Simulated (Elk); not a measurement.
A run on Ce7Pr (fcc type): DFT, LDA (Perdew-Wang), all-electron APW+lo, Dirac cores, scalar-relativistic bands (Elk 11.2.3 with local patches).

Command: `OMP_NUM_THREADS=2 elk`

```
tasks
  0

xctype
  3

rgkmax
  7.0

gmaxvr
  12.0

lmaxapw
  8

lmaxo
  6

lmaxi
  3

nrmtscf
  1.5

nempty
  12

epspot
  1e-06

epsengy
  1e-05

maxscl
  120

lradstp
  4

swidth
  0.003

reducebf
  0.5

spinpol
  .true.

sppath
  './'

avec
  0.00000000000 8.94999454186 8.94999454186
  8.94999454186 0.00000000000 8.94999454186
  8.94999454186 8.94999454186 0.00000000000

atoms
  2
  'Pr.in'
  1
  0.000000000000 0.000000000000 0.000000000000   0.000 0.000 -0.500
  'Ce.in'
  7
  0.000000000000 0.000000000000 0.500000000000   0.000 0.000 -0.500
  0.000000000000 0.500000000000 0.000000000000   0.000 0.000 -0.500
  0.000000000000 0.500000000000 0.500000000000   0.000 0.000 -0.500
  0.500000000000 0.000000000000 0.000000000000   0.000 0.000 -0.500
  0.500000000000 0.000000000000 0.500000000000   0.000 0.000 -0.500
  0.500000000000 0.500000000000 0.000000000000   0.000 0.000 -0.500
  0.500000000000 0.500000000000 0.500000000000   0.000 0.000 -0.500

ngridk
  5 5 5
```

**Question.** How does the run end?

**Answer.** It stops unconverged after 120 iterations. The log ends:
```
  species : 2 (Ce)
   atom 1                    :  -0.4449184786
   atom 2                    :  -0.4449184786
   atom 3                    :  -0.4449184786
   atom 4                    :  -0.4449184786
   atom 5                    :  -0.4449184786
   atom 6                    :  -0.4449184786
   atom 7                    :  -0.4072566412E-02
 total in muffin-tins        :   -2.674613774
 total moment                :   -2.777152483
┌──────────────────────────────┐
│ Self-consistent loop stopped │
└──────────────────────────────┘
Wrote STATE.OUT
```
